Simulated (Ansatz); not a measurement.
CdF$_{2}$:
```
CELL_PARAMETERS angstrom
      0.00000     2.64895     2.64895
      2.64895     0.00000     2.64895
      2.64895     2.64895     0.00000
ATOMIC_POSITIONS crystal
  Cd 0.00000 0.00000 0.00000
  F  0.25000 0.25000 0.25000
  F  0.75000 0.75000 0.75000
```

x, y and z are the axes in which the lattice vectors are written.

### Question
Give the high-frequency dielectric tensor and the Born effective charge tensors of the independent atoms from DFPT, plane-wave PAW LDA (Ansatz code).

### Answer

ε∞:
```
2.94  0.00  0.00
0.00  2.94  0.00
0.00  0.00  2.94
```
Z* of atom 1 (Cd), rows: field, columns: displacement, in e:
```
2.46  0.00  0.00
0.00  2.46  0.00
0.00  0.00  2.46
```
Z* of atom 2 (F), rows: field, columns: displacement, in e:
```
-1.23   0.00   0.00
 0.00  -1.23   0.00
 0.00   0.00  -1.23
```

Space group Fm-3m (fluorite). The LDA relaxation kept the symmetry of its start. Spin–orbit coupling is left out wherever it is not named.

Potentials: the earlier of the program's two PAW sets. The files were generated under PBE; for other functionals the program regenerates the frozen cores, and for LDA and PBEsol the local potential too.
